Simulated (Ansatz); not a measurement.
Put Be4BrF2 in P4/mmm (No. 123): Be on 4j; Br on 1d; F on 2e. The guess for Be4BrF2 was made by a generator: ordered mixture with vacancies on the anion sites of caesium chloride (occupants of the shared sites, in ratio, F: 2, Br: 1, vacant: 1).

All numbers below come from DFT PBE, scalar-relativistic, plane waves, PAW in Ansatz. Cutoff 420 eV, Γ-centred mesh, Gaussian smearing, no spin polarisation.

The zero of energy is the elements' standard structures at the same level (F₂ as a molecule); no fitted shifts are applied. The references include crystalline Br.

**Question.** Give the relaxed lattice parameters and positions.

**Answer.**

Space group P4/mmm (No. 123). a = 5.695 Å, b = 5.695 Å, c = 2.847 Å, α = 90.00°, β = 90.00°, γ = 90.00°
```tsv
atom	site	symmetry	x	y	z
Be	4j	m.2m	0.1955	0.8045	0.0000
Br	1d	4/mmm	0.5000	0.5000	0.5000
F	2e	mmm.	0.5000	0.0000	0.5000
```

Be has 2 Be at 2.23 Å, 4 F at 2.50 Å, 2 Br at 2.84 Å and 2 Be at 2.85 Å; around Br lie 8 Be at 2.84 Å, 4 F at 2.85 Å and 2 Br at 2.85 Å; F is surrounded by 8 Be at 2.50 Å, 2 Br at 2.85 Å and 2 F at 2.85 Å (long contacts). Another local minimum with the same sites may exist.

**Question.** And its energy and gap?

**Answer.** The formation energy is +0.26 eV/atom and the gap on the 8×8×14 mesh of the 7-atom cell is 0 eV (a metal). It can't be a ground state, since the elements alone are lower.

The last run used Gaussian smearing of 0.10 eV. An odd number of electrons in the primitive cell allows no gap without spin; a larger cell or a magnetic state could open one. The reference form of Br is held partly by dispersion forces, which this level lacks. Symmetry constrained the relaxation, so the result can be a saddle point.
